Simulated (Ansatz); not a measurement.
Input and command of a plane-wave DFT calculation in Ansatz:

```yaml
crystal:
  lattice:
    - [0.0, 2.7009711439, 2.7009711439]
    - [2.7009711439, 0.0, 2.7009711439]
    - [2.7009711439, 2.7009711439, 0.0]
  atoms:
    - { symbol: Si, position: [0.75, 0.75, 0.75] }
    - { symbol: Si, position: [0.5, 0.5, 0.5] }
basis:
  ecutwfc: 420
  xc_grid: 2
kpoints:
  mp_grid: { grid: [12, 12, 12] }
  band_path: { path: [VBM, CBM], npoints: 2 }
hamiltonian:
  xc: lda
scf:
  occupations: { method: gaussian, width: 0.02 }
output:
  forces: true
  stress: true
  eigenvalues: true
```

```bash
ansatz run input.yaml --threads 4 --pin off --max-ram 8192MiB --backend cpu --events-out ev --progress --plain --runs-dir out
```

Processor: Intel(R) Xeon(R) Processor @ 2.10GHz (Emerald Rapids), 4 threads, on a host shared with other jobs.

Q: How long does it run, and how much memory does it take?

A: About 9.7 s on 4 threads of Intel(R) Xeon(R) Processor @ 2.10GHz (Emerald Rapids), on a shared host, peak memory 0.32 GiB. It solves 8 bands at 72 k points (the mesh reduced by the symmetry that the task leaves, which can be less than the crystal's) with about 749 plane waves, in 6 SCF iterations.
